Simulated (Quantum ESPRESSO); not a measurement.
Kohn-Sham bands of TaS₂ (P6₃/mmc, 2Hc stacking as in molybdenite, isolated units)

```xyz
6
Lattice="3.3390 0.0000 0.0000 -1.6695 2.8916 0.0000 0.0000 0.0000 17.5855" Properties=species:S:1:pos:R:3 pbc="T T T"
Ta    -1.6695     0.9639     4.3964
Ta     1.6695    -0.9639    -4.3964
S      0.0000     0.0000     5.9458
S      0.0000     0.0000    -5.9458
S      0.0000     0.0000    -2.8469
S      0.0000     0.0000     2.8469
```

Structure: Materials Project mp-1072086, symmetrised, not relaxed again. Computed values, not measurements, from PBEsol: Quantum ESPRESSO (norm-conserving PseudoDojo potentials, cutoff 47 Ry, no spin polarisation, no spin-orbit coupling) on a Γ-centred 6×6×4 mesh, then Wannier90. Density: 12×12×2 mesh, cold smearing 0.01 Ry. The cell is built of weakly bound layers, chains or molecules, whose nearest atoms lie 5.69 Å apart, far more than in van der Waals crystals (3.2 to 4.2 Å): it describes nearly isolated units, such as a monolayer, not the bulk crystal. Spin-orbit coupling is left out although heavy elements are present.

Task: List the Kohn-Sham levels between −8 and 3.0 eV relative to the Fermi level at the high-symmetry points, as a band run of pw.x on that density gives them (levels within 2 meV counted together).

Result: 
```json
[
 {"point": "Γ", "k (reciprocal lattice)": "0.000 0.000 0.000", "levels (eV)": "-5.56, -5.54, -2.47 (×4), -1.50, -1.39, -1.32 (×4), 1.04, 1.15"},
 {"point": "M", "k (reciprocal lattice)": "0.500 0.000 0.000", "levels (eV)": "-5.74 (×2), -4.35 (×2), -3.79, -3.78, -2.92 (×2), -1.47, -1.45, -1.26 (×2), -0.25, -0.25"},
 {"point": "K", "k (reciprocal lattice)": "0.333 0.333 0.000", "levels (eV)": "-4.96 (×2), -4.69 (×2), -3.90 (×2), -3.45, -3.44, -2.69 (×2), -1.69, -1.67, 0.69 (×2), 2.30 (×2)"},
 {"point": "A", "k (reciprocal lattice)": "0.000 0.000 0.500", "levels (eV)": "-5.55 (×2), -2.47 (×4), -1.45 (×2), -1.32 (×4), 1.09 (×2)"},
 {"point": "L", "k (reciprocal lattice)": "0.500 0.000 0.500", "levels (eV)": "-5.74 (×2), -4.35 (×2), -3.78 (×2), -2.92 (×2), -1.46 (×2), -1.26 (×2), -0.25 (×2)"},
 {"point": "H", "k (reciprocal lattice)": "0.333 0.333 0.500", "levels (eV)": "-4.96 (×2), -4.69 (×2), -3.90 (×2), -3.45 (×2), -2.69 (×2), -1.68 (×2), 0.69 (×2), 2.30 (×2)"}
]
```
